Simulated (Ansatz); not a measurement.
The start is a generated cell, WSe2 placed in the AFLOW prototype A2B_hP9_189_fg_bc (C22, as in Fe2P). Cell shape, volume and atoms are optimised at zero target pressure with PBEsol (plane waves to 420 eV, PAW, scalar-relativistic; Ansatz, a first-principles code). The first steps use a coarse 4×4×6 k-mesh.

The start:
```
CELL_PARAMETERS angstrom
      7.32074     0.00000     0.00000
     -3.66037     6.33995     0.00000
      0.00000     0.00000     4.28133
ATOMIC_POSITIONS crystal
  Se 0.25600 0.00000 0.00000
  Se 0.00000 0.25600 0.00000
  Se 0.74400 0.74400 0.00000
  Se 0.58900 0.00000 0.50000
  Se 0.00000 0.58900 0.50000
  Se 0.41100 0.41100 0.50000
  W  0.00000 0.00000 0.50000
  W  0.33333 0.66667 0.00000
  W  0.66667 0.33333 0.00000
```

Initial pressure: -21 GPa (negative: the cell is under tension)
Outcome: The space group stays P-62m (No. 189) (the run could not lower it), with 9 atoms in the primitive cell
Energy released: 0.44 eV/atom
Volume change: -23.8 %, from 22.08 to 16.83 Å³/atom
Shortest distances (start → end): The closest pairs of elements (up to four, under 3.6 Å), start → end: Se–W 2.77 → 2.61 Å; Se–Se 3.24 → 2.93 Å; W–W 4.23 → 3.25 Å
Band gap at the end: zero (metallic)
Optimiser moves: 19

The end point of the relaxation:

```cif
data_Se6W3
_chemical_formula_sum 'Se6 W3'
_space_group_name_H-M_alt 'P-62m'
_space_group_IT_number 189
_space_group_name_Hall 'P -6 -2'
_cell_length_a 7.33828
_cell_length_b 7.33828
_cell_length_c 3.24818
_cell_angle_alpha 90.000
_cell_angle_beta 90.000
_cell_angle_gamma 120.000
loop_
_atom_site_label
_atom_site_type_symbol
_atom_site_symmetry_multiplicity
_atom_site_Wyckoff_symbol
_atom_site_fract_x
_atom_site_fract_y
_atom_site_fract_z
_atom_site_occupancy
Se1 Se 3 f 0.27787 0.27787 0.00000 1
Se2 Se 3 g 0.61039 0.61039 0.50000 1
W1 W 1 b 0.00000 0.00000 0.50000 1
W2 W 2 c 0.33333 0.66667 0.00000 1
```

Final values are on a 8×8×14 k-mesh of the relaxed cell. No spin polarisation in the result. A magnetic state may lie lower.

The run could not lose the symmetry of its start, so the end can be a saddle point.

The relaxed structure here is a generated cell of WSe2: the first start was made by placing the elements on the sites of a structure type, and the end was not matched to a known phase here, so it may be hypothetical. Known forms of WSe2 include space group No. 194.
